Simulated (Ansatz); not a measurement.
MgB₂:
```cif
data_B2Mg
_chemical_formula_sum 'Mg1 B2'
_space_group_name_H-M_alt 'P6/mmm'
_space_group_IT_number 191
_space_group_name_Hall '-P 6 2'
_cell_length_a 3.06013
_cell_length_b 3.06013
_cell_length_c 3.50942
_cell_angle_alpha 90.000
_cell_angle_beta 90.000
_cell_angle_gamma 120.000
loop_
_atom_site_label
_atom_site_type_symbol
_atom_site_symmetry_multiplicity
_atom_site_Wyckoff_symbol
_atom_site_fract_x
_atom_site_fract_y
_atom_site_fract_z
_atom_site_occupancy
Mg1 Mg 1 a 0.00000 0.00000 0.00000 1
B1 B 2 d 0.33333 0.66667 0.50000 1
```

Relaxed at zero pressure with plane-wave PAW PBEsol (Ansatz code).

Q: The volume is raised by 9 % and shape and atoms relax at that volume. What pressure results, and how do the axes share the change?

A: -10.9 GPa; a 2.3 %, b 2.3 %, c 4.1 %; the energy rises by 31 meV/atom.

Q: Give the new structure.

A: 
Space group P6/mmm (No. 191); a = 3.1317 Å, b = 3.1317 Å, c = 3.6523 Å, α = 90.00°, β = 90.00°, γ = 120.00°

| atom | site | symmetry | x | y | z |
|---|---|---|---|---|---|
| Mg | 1a | 6/mmm | 0.0000 | 0.0000 | 0.0000 |
| B | 2d | -6m2 | 0.3333 | 0.6667 | 0.5000 |

The phase is kept; no other phase was compared at this pressure.

Symmetry was held in the PBEsol relaxation; of distortions, only those at the zone centre were tested.

Potentials: the later of the program's two PAW sets.
